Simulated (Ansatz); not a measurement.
SiO2: 17O NMR of the central transition

Cell: an entry of the Crystallography Open Database (COD) whose atoms were relaxed with PBE, the cell held.

Space group P4_12_12 (No. 92); a = 4.9501, c = 6.9259 Å.

```
site  Wyckoff  site symmetry       x       y       z
  Si       4a            ..2  0.3068  0.3068  0.0000
   O       8b              1  0.2361  0.1197  0.1863
```

One atom of each set is listed.

Level of theory: DFT, r2SCAN, plane waves and PAW (field gradients read without the response of the frozen cores, which leaves them typically 4 to 6 % off), scalar-relativistic, 500 eV cutoff, Γ-centred 5×5×4 k-points, Fermi–Dirac smearing 0.02 eV (Ansatz 0.2.0).

17O has I = 5/2 and Q = -25.58 mb (Pyykkö 2018); at 9.4 T its Larmor frequency is ν₀ = 54.3 MHz. Only the quadrupole interaction is simulated: positions count from each site's isotropic chemical shift, and J coupling is left out, as are shift anisotropy and dipolar coupling, which fast spinning averages.

(1) Simulate the second-order pattern (fast magic-angle spinning, Gaussian broadening 0.4 kHz) of site O (2 Si at 1.62–1.63 Å, angle 142°).

Answers

(1) The calculation gives C_Q = -5.94 MHz and η = 0.20, so ν_Q = 0.890 MHz and the centre of gravity lies at -72.7 ppm (-3.95 kHz).

offset (kHz), height and a bar:
```
  -10.237          0 
   -9.918          2 #
   -9.599          6 ##
   -9.280          7 ##
   -8.961          7 ##
   -8.642          8 ##
   -8.324          8 ##
   -8.005          8 ##
   -7.686          8 ###
   -7.367          9 ###
   -7.048         10 ###
   -6.729         24 #######
   -6.411         46 ##############
   -6.092         63 ###################
   -5.773         86 ##########################
   -5.454         78 #######################
   -5.135         63 ###################
   -4.816         57 #################
   -4.498         54 ################
   -4.179         53 ################
   -3.860         53 ################
   -3.541         54 ################
   -3.222         57 #################
   -2.903         61 ##################
   -2.585         68 #####################
   -2.266         86 ##########################
   -1.947        100 ##############################
   -1.628         81 ########################
   -1.309         65 ####################
   -0.990         41 ############
   -0.672          7 ##
   -0.353          0
```

At O V_zz runs parallel to the line that joins its two neighbours (within 1°).

The largest force is 0.3 eV/Å, so the atoms aren't at the calculated equilibrium and relaxing them would move these values.

Hardware: 1 thread of Intel Xeon 6975P-C (Granite Rapids) (x86_64; 16 cores open to the job, memory cap 3.0 GiB, no GPU), a shared host with a load of 0.4 a core. Wall time 16 s, CPU time 16 s, peak memory 0.77 GiB.
